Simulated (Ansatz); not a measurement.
Q: Cd (hcp (Mg type), space group No. 194) is relaxed with the program Ansatz at the PBE+D3(BJ) level (PAW). What lattice parameters of the conventional cell result?

A: a = 2.995 Å, c = 5.467 Å.

Space group P6_3/mmc (hcp (Mg type)). The PBE+D3(BJ) relaxation kept the symmetry of its start. The pairwise dispersion correction was not fitted to metals. Axis ratios of metals converge slowly with the k-mesh, so a and c are less sure than the volume.

Potentials: the later of the program's two PAW sets.
